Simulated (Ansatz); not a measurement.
The relaxed structure here is a generated cell of MgO: the first start was made by placing the elements on the sites of a structure type, and the end was not matched to a known phase here, so it may be hypothetical. Known forms of MgO include space group No. 225.

A structure of MgO relaxed with PBEsol (plane waves to 420 eV, PAW, scalar-relativistic; Ansatz, a program for electronic structure); single points at other levels follow on the same geometry (Ansatz, PAW; HSE06 at 420 eV on a 8×8×8 k-mesh; no spin-orbit coupling). Space group Pm-3m (No. 221).

```
MgO
1.0
    2.63340     0.00000     0.00000
    0.00000     2.63340     0.00000
    0.00000     0.00000     2.63340
Mg O
1 1
Direct
  0.50000   0.50000   0.50000
  0.00000   0.00000   0.00000
```

| level | gap (eV) | kind | conduction minimum |
|---|---|---|---|
| PBEsol | 2.47 | indirect | Γ |
| HSE06 | [?] | – | [?] |

Complete the blanks.


- HSE06, gap (eV): 4.08
- HSE06, conduction minimum: Γ

HSE06 gaps come from a coarse mesh plus a few chosen points, so they may be too large. No spin polarisation in the result.

The run could not lower the symmetry of its start; a shaken copy of this end point relaxes with PBEsol to Cmc2₁ (No. 36), 0.567 eV/atom lower.
